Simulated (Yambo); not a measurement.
```
CELL_PARAMETERS angstrom
      4.54535     0.00000     0.00000
      0.00000     5.51962     0.00000
      0.00000     0.00000     4.90920
ATOMIC_POSITIONS crystal
  O  0.72855 0.61828 0.08135
  O  0.27145 0.38172 0.91865
  O  0.77145 0.88172 0.58135
  O  0.22855 0.11828 0.41865
  O  0.22855 0.88172 0.91865
  O  0.77145 0.11828 0.08135
  O  0.27145 0.61828 0.41865
  O  0.72855 0.38172 0.58135
  Ti 0.50000 0.67299 0.75000
  Ti 0.50000 0.32701 0.25000
  Ti 0.00000 0.82701 0.25000
  Ti 0.00000 0.17299 0.75000
```

TiO2 (space group Pbcn, No. 60): mean Im ε in 1 eV windows above the direct gap of 4.18 eV, for different electron-hole kernels (Yambo, broadening 0.15 eV, norm-conserving PBEsol (Quantum ESPRESSO, 84 Ry, no spin-orbit coupling) bands; 4×4×4 mesh, 16 valence and 14 conduction bands, static screening with 93 bands and a 3 Ry block, scissor 1.51 eV, Tamm-Dancoff; field along x).

```csv
window (eV),independent quasiparticles,RPA (no attraction),BSE
4.2 to 5.2,8.9,8.0,12
5.2 to 6.2,10,10,7.2
6.2 to 7.2,6.5,7.0,3.6
```

This run doesn't resolve bound excitons or single peaks, so only averages are given, and they too depend on the mesh; weight that the attraction moves below the gap isn't listed. All transitions below 7.22 eV are in the band window. The scissor comes from a G0W0 run whose convergence isn't established.

Geometry of the Materials Project entry, not relaxed at this level.

This is not the ordinary phase of the substance; no match was found in the copy of COD used, and its stability was not checked.
